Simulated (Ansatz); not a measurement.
B2H6 on a (110) slab of TiO₂ (P4_2/mnm (No. 136)), 6 planes, outer planes O (top) and O (bottom), 1 a cell of 38.5 Å², relaxed and still whole (its atoms last):

```xyz
32
Lattice="5.9085 0.0000 0.0000 0.0000 6.5169 0.0000 0.0000 0.0000 26.7282" Properties=species:S:1:pos:R:3 pbc="T T T"
O     0.0000    0.0000    8.0000
O     2.9543    0.0000    8.0000
Ti    0.0000    3.2585    9.2748
Ti    2.9543    3.2585    9.2748
Ti    1.4771    0.0000    9.2748
Ti    4.4314    0.0000    9.2748
O     1.4771    1.9836    9.2748
O     4.4314    1.9836    9.2748
O     1.4771    4.5333    9.2748
O     4.4314    4.5333    9.2748
O     0.0000    0.0000   10.5497
O     2.9543    0.0000   10.5497
O     0.0017    3.2475   11.1272
O     2.9531    3.2528   11.1260
Ti    0.0007    0.0031   12.3466
Ti    2.9542   -0.0178   12.3716
Ti    1.4799    3.2502   12.6238
Ti    4.4415    3.2618   12.6123
O     1.4657    5.2772   12.6364
O     4.4476    5.2716   12.6086
O     1.4802    1.2284   12.6509
O     4.4307    1.2255   12.6590
O     0.0007    3.2517   13.6973
O     2.9612    3.2690   13.6983
B     2.6045    1.4953   16.3560
B     3.5132    0.3574   15.4145
H     3.2739    1.6289   15.2158
H     2.9046    0.2132   16.5669
H     3.1614    2.1438   17.1922
H     1.4341    1.5988   16.1383
H     4.6865    0.1749   15.5539
H     2.8955   -0.3103   14.6176
```

Level of theory: DFT PBE+D3(BJ), scalar-relativistic, plane waves, PAW in Ansatz. Settings: cutoff 420 eV, Γ-centred mesh 3×3×1 on the computed 32-atom cell, Gaussian smearing of 0.05 eV; no spin polarisation. The cell repeats along c with a dipole correction in the vacuum.

It binds with 0.52 eV a molecule against the clean slab and the free molecule (no zero-point or thermal terms); its shortest contact is H–O 2.26 Å. Take first-order desorption with no barrier to adsorption, no reaction on the face and an assumed prefactor of 10^13 s⁻¹.

Question: How long does a molecule stay at 300 K?

Answer: τ = ν⁻¹·exp(E/k_BT) with k_BT = 0.0259 eV: E/k_BT = 20.1, so τ ≈ 5×10^-5 s. At about one hit a site a second (10⁻⁶ mbar) the coverage is near τ × 1 s⁻¹, so a layer needs roughly 2×10^-2 mbar.

Question: Where does its peak lie in a desorption experiment heated at 5 K/s?

Answer: The peak obeys E/(k_B·T_p²) = (ν/β)·exp(−E/k_BT_p). Solving gives T_p ≈ 200 K (E/k_BT_p = 30.2). An error of 0.1 eV in E moves it by about 38 K, and larger molecules have larger prefactors, which lowers it.

Question: Is this physisorption or chemisorption?

Answer: The tightest contact, H–Ti 2.27 Å, is 1.19 times the sum of covalent radii, and deformation and lateral interaction add up to +0.01 eV; about 0.04 e cross the plane between them. It lies between the two: closer or more distorted than a van der Waals contact, longer than a covalent bond.